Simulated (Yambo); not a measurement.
Yambo run on KTaO₃ (cubic perovskite, space group Pm-3m, No. 221). The wavefunctions are norm-conserving LDA (Quantum ESPRESSO, 84 Ry, without SOC) ones on a 4×4×4 mesh (20 occupied bands); a = b = c = 3.9949 Å, α = β = γ = 90.00°.

Yambo input:

```
rim_cut
gw0
dyson
el_el_corr
HF_and_locXC
ppa
em1d
RandQpts= 1000000
RandGvec= 1 Ry
EXXRLvcs= 84 Ry
VXCRLvcs= 336 Ry
Chimod= "HARTREE"
% BndsRnXp
 2 | 123 |
%
NGsBlkXp= 3 Ry
% LongDrXp
 1.0 | 1.0 | 1.0 |
%
PPAPntXp= 27.2114 eV
% GbndRnge
 1 | 123 |
%
GTermKind= "BG"
DysSolver= "n"
ExtendOut
% QPkrange
 1 | 1 | 20 | 21 |
 10 | 10 | 20 | 20 |
%
```

k points by index: 1 = Γ, 10 = R.

The o-*.qp file then holds:

```
#    K-point    Band    Eo [eV]    E [eV]    E-Eo [eV]    Vxc [eV]    Vnlxc [eV]    Sc|Eo [eV]    Sc|E [eV]    dSc/dw|Eo [eV]    Re(Z)    Im(Z)
#
    1    20    -0.644707    -1.110026    -0.465319    -20.12854    -25.24998    4.533545    4.656122    -7.166139    0.791543    -0.001351
    1    21    2.077769    3.358125    1.280356    -14.94612    -9.280617    -4.123504    -4.385148    -5.560227    0.830332    -0.001180
    10    20    0.000000    -0.424770    -0.424770    -19.89046    -25.08755    4.656489    4.772316    -7.417619    0.785795    -0.001387
```
(The two width columns are left out.) Convergence of these settings isn't established.

Geometry of the Materials Project entry, not relaxed at this level.
